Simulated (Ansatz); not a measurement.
**Notes on Cs3K4Cl**

```
CELL_PARAMETERS angstrom
6.99462 0.00000 0.00000
0.00000 6.99462 0.00000
0.00000 0.00000 6.99462
ATOMIC_POSITIONS crystal
K 0.00000 0.00000 0.00000
K 0.50000 0.50000 0.00000
K 0.50000 0.00000 0.50000
K 0.00000 0.50000 0.50000
Cs 0.00000 0.50000 0.00000
Cs 0.00000 0.00000 0.50000
Cs 0.50000 0.00000 0.00000
Cl 0.50000 0.50000 0.50000
```

The numbers come from plane-wave PAW DFT (Ansatz): PBE, no spin polarisation, 420 eV, 5×5×5 Γ-centred k points, fermi-dirac occupations (width 0.1 eV). Nothing was relaxed.

Task: What does the stress say?

Result: The pressure is 4.2 GPa (compression positive), so with the atoms held at these fractions the cell would first expand.

Task: Which element gives electrons and which takes them?

Result: Bader charges in e: Cs -0.42, K +0.40 to +0.63, Cl -1.04. In the mean K gives up most and Cl takes most.

Task: Is there a gap?

Result: It is a metal, with about 9.7 states/eV a cell as the mean within 0.25 eV of the Fermi level.

Task: What do density and ELF say about some of the short contacts?

Result: K–Cs at 3.50 Å: least valence density 0.05 e/Å³ and ELF 0.02 there. K–Cl at 3.50 Å: least valence density 0.04 e/Å³ and ELF 0.02 there. These are pseudo-fields; inside the PAW spheres they differ from the all-electron ones.

Task: What is the formation energy?

Result: 0.27 eV an atom against the elements' usual phases (free molecules for gases, crystals otherwise, with no correction for O₂ or N₂), so at this geometry it isn't bound against them. Relaxing would lower it.

Origin: a known structure type with other elements, at an estimated volume, so it need not be a known compound. Caveats: many states at the Fermi level without spin polarisation, so a magnetic state may lie lower.
